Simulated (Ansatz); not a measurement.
Generalised stacking fault of PbSe (rock salt) on the {100} plane. The cell below holds the perfect crystal with the plane normal along z; tilting its third vector by the shift puts one fault into each cell, between planes 3.11 Å apart, at fixed cell height.

```xyz
6
Lattice="4.3965 0.0000 0.0000 0.0000 4.3965 0.0000 2.1983 2.1983 9.3265" Properties=species:S:1:pos:R:3 pbc="T T T"
Se     1.8319     1.8319     7.7721
Se     1.8319     1.8319     1.5544
Se     4.0302     4.0302     4.6632
Pb     4.0302     4.0302     7.7721
Pb     4.0302     4.0302     1.5544
Pb     1.8319     1.8319     4.6632
```

In-plane vectors a = (4.397, 0.000) Å, b = (0.000, 4.397) Å, area 19.33 Å². The shift is s times the vector a (length 4.397 Å), so s = 1 restores the start. The shift is rigid: no atom relaxes. γ = [E(shift) − E(0)] / area.

The numbers are results of PBE (plane waves to 420 eV, PAW, scalar-relativistic; Ansatz, a program for electronic structure), not measurements. k mesh 7×7×7 (Γ-centred), Fermi-Dirac smearing 0.05 eV. E is the zero-smearing estimate. Faults lie only 9.3 Å apart, and holding the cell height and the atoms raises γ above its relaxed value. PbSe was relaxed with its symmetry unable to fall. Spin-orbit coupling is left out, though Pb is heavy. The PAW data are Ansatz's earlier set. The zero of γ is zero shift.

```json
[
 {"s": "0.000", "γ (mJ/m²)": "0"},
 {"s": "0.083", "γ (mJ/m²)": "28"},
 {"s": "0.167", "γ (mJ/m²)": "104"},
 {"s": "0.250", "γ (mJ/m²)": "208"},
 {"s": "0.333", "γ (mJ/m²)": "310"},
 {"s": "0.417", "γ (mJ/m²)": "withheld"},
 {"s": "0.500", "γ (mJ/m²)": "409"},
 {"s": "0.583", "γ (mJ/m²)": "withheld"},
 {"s": "0.667", "γ (mJ/m²)": "310"},
 {"s": "0.750", "γ (mJ/m²)": "208"},
 {"s": "0.833", "γ (mJ/m²)": "104"},
 {"s": "0.917", "γ (mJ/m²)": "28"}
]
```

Task: Fit a Fourier form (three harmonics of 1 − cos and sin) to the given rows and predict γ at s = 0.583.

Result: Least squares on the 10 given rows: γ = (205.0)·[1 − cos(2πs)] + (1.7)·[1 − cos(4πs)], in mJ/m²; root-mean-square residual 0.6 mJ/m². At 0.583 the fit gives 383 mJ/m²; the calculation gives 382 mJ/m², so the interpolation is off by 1 (+0.3 %). 

(The slope of γ gives the shear force per area between the displaced halves; near zero shift its curvature is an elastic stiffness.)
